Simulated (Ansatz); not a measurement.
Ansatz input file:

```yaml
crystal:
  lattice:
    - [3.1845053997, 0.0, 0.0]
    - [0.0, 3.1845053997, 0.0]
    - [0.0, 0.0, 3.1845053997]
  atoms:
    - { symbol: Mg, position: [0.0, 0.0, 0.0] }
    - { symbol: Pd, position: [0.5, 0.5, 0.5] }
basis:
  ecutwfc: 500
kpoints:
  mp_grid: { grid: [14, 14, 14] }
hamiltonian:
  xc: r2scan
scf:
  occupations: { method: gaussian, width: 0.1 }
output:
  forces: true
  stress: true
  eigenvalues: true
```

Launched with
```bash
ansatz run input.yaml --threads 1 --pin off --max-ram 2560MiB --backend cpu --events-out ev --progress --plain --runs-dir out
```

Method: DFT r2SCAN, scalar-relativistic, plane waves, PAW in Ansatz.

Abridged output:

```
Pseudopotentials: kind: paw
Pseudopotential: Mg, paw, valence charge 10, recommended cutoff 500 eV (meta_gga)
Pseudopotential: Pd, paw, valence charge 18, recommended cutoff 500 eV (meta_gga)
Functional definition: r2SCAN
Crystal: 2 atoms, lattice volume = 32.294 Å³
Basis set: ecut = 500 eV, 799 PW (Γ), exchange–correlation on 96×96×96 points (64 copies of the dense FFT grid, shifted against one another)
Bands: 18, of which v1, the nominal top of the filled ones, is band 14 counted from 1 (13 counted from 0)
Symmetry: 48 space group operations
Space group: Pm-3m (ITA 221), of the structure as read, at distance tolerance 3.2e-5 Å
k-points: 120 of 2744
Initial density: superposition of atomic densities (neutral atoms: chi_scale 0, normalization atom), corrected by the library's trained network
Initial wavefunctions: pseudopotential atomic-orbital guess
Functional: x = r2scan, c = r2scan; τ floored in thin density (d = 2e-4 eV/Å³)
SCF iter   1: F=—  HF=-8913.561368 eV  |F-HF|=—  |Δ(HF+E_count)|=         —  Δρ=1.15e-2  dr2=2.76e-2  dr2_τ=8.70e-3  ethr=1.77e-3  ⟨swp⟩=5.1  Hψ=9949  notcnv=0
SCF iter   2: F=—  HF=-8913.589055 eV  |F-HF|=—  |Δ(HF+E_count)|=   2.77e-2  Δρ=5.74e-3  dr2=5.51e-3  dr2_τ=4.55e-4  ethr=9.86e-5  ⟨swp⟩=2.1  Hψ=4655  notcnv=0  defer=14
SCF iter   3: F=—  HF=-8913.588476 eV  |F-HF|=—  |Δ(HF+E_count)|=   5.79e-4  Δρ=2.01e-3  dr2=1.67e-3  dr2_τ=1.15e-4  ethr=1.97e-5  ⟨swp⟩=2.0  Hψ=3534  notcnv=0  defer=14
SCF iter   4: F=—  HF=-8913.588337 eV  |F-HF|=—  |Δ(HF+E_count)|=   1.39e-4  Δρ=1.26e-3  dr2=6.36e-4  dr2_τ=4.74e-5  ethr=5.97e-6  ⟨swp⟩=2.0  Hψ=2850  notcnv=0  defer=14
SCF iter   5: F=—  HF=-8913.588239 eV  |F-HF|=—  |Δ(HF+E_count)|=   9.74e-5  Δρ=4.97e-4  dr2=9.37e-5  dr2_τ=1.05e-6  ethr=2.27e-6  ⟨swp⟩=1.1  Hψ=2172  notcnv=0  defer=14
SCF iter   6: F=—  HF=-8913.588232 eV  |F-HF|=—  |Δ(HF+E_count)|=   7.64e-6  Δρ=9.00e-5  dr2=2.94e-6  dr2_τ=2.87e-8  ethr=3.35e-7  ⟨swp⟩=2.1  Hψ=2481  notcnv=0  defer=14
SCF iter   7: F=-8913.588232 eV  HF=-8913.588232 eV  |F-HF|=1.51e-9  |Δ(HF+E_count)|=   1.47e-7  Δρ=7.07e-6  dr2=1.24e-8  dr2_τ=1.55e-9  ethr=3.57e-10  ⟨swp⟩=3.7  Hψ=9055  notcnv=0
SCF 1 converged in 7 iterations: F = -8913.588232 eV  dr2 = 1.24e-8
SCF converged after 7 iterations
Free energy (F): -8913.588232 eV
Harris-Foulkes:  -8913.588232 eV  (|F-HF|=1.51e-9)
Internal energy: -8913.584660 eV  (E = F + TS)
E sigma→0 (E₀):  -8913.586446 eV
Entropy (-TS):   -0.003572 eV (-1.786 meV/atom)
Fermi energy:    13.183751 eV
--- Per-component energies (eV) ---
  E_band       = -568.839282
  E_kinetic    = 592.400102
  E_local      = -3548.936705  (includes V_loc(G=0)·N_el)
  E_nonlocal   = 312.513644
  E_hartree    = 1359.835260
  E_xc         = -188.095909
  E_vxc        = -274.124699  (∫ρ·V_xc dr)
  E_paw        = -4068.225234  (= ΣΔE_a)
  E_vpaw       = -390.969104  (= ΣTr[D̂ρ^β])
  E_aug_tail   = 0.000105  (compensation charges beyond the density's cutoff)
  E_vtau       = 20.600626  (kinetic-family band-sum trace: ∫τ·v_τ [+ j·A + Jᵃ·Aᵃ] dr)
  E_ewald      = -3372.597628
  E_core_change = -0.478295  (= ΣΔE_core)
  E_smearing   = -0.003572  (= −TS)
--- Forces (eV/Å), atoms counted from 1 ---
  atom   1  Mg     0.00000000     0.00000000     0.00000000
  atom   2  Pd     0.00000000     0.00000000     0.00000000
--- Stress (GPa, compression-positive) ---
       -2.866240       0.000000       0.000000
        0.000000      -2.866240       0.000000
        0.000000       0.000000      -2.866240
  P = ⅓ Tr σ = -2.8662 GPa (-28.662 kbar)
--- Band table (eV; the first three rows and the last of 120) ---
  k-point 0: bands = ["-73.6494", "-64.8828", "-38.5343", "-38.5343", "-38.5343", "-29.9798", "-29.9798", "-29.9798", "5.3288", "9.0385", "9.0385", "10.9978", "10.9978", "10.9978", "20.6132", "20.6132", "20.6132", "23.2686"]
  k-point 1: bands = ["-73.6493", "-64.8828", "-38.5367", "-38.5341", "-38.5341", "-29.9808", "-29.9798", "-29.9798", "5.4169", "9.0561", "9.0743", "10.9549", "10.9549", "11.0024", "19.7869", "20.7327", "20.7327", "23.2097"]
  k-point 2: bands = ["-73.6489", "-64.8827", "-38.5432", "-38.5335", "-38.5335", "-29.9837", "-29.9797", "-29.9797", "5.6766", "9.1058", "9.1757", "10.8381", "10.8381", "11.0156", "18.3073", "21.0774", "21.0774", "23.0426"]
  k-point 119: bands = ["-73.6417", "-64.8798", "-38.5726", "-38.5726", "-38.5726", "-29.9967", "-29.9967", "-29.9967", "8.8123", "8.8123", "8.8123", "11.7892", "11.7892", "16.7521", "16.7521", "16.7521", "20.2430", "20.4906"]
```

Self-consistency was reached.

The run took 7.3 s on 1 thread of Arm Neoverse V2, on a shared host, peak memory 0.4 GiB.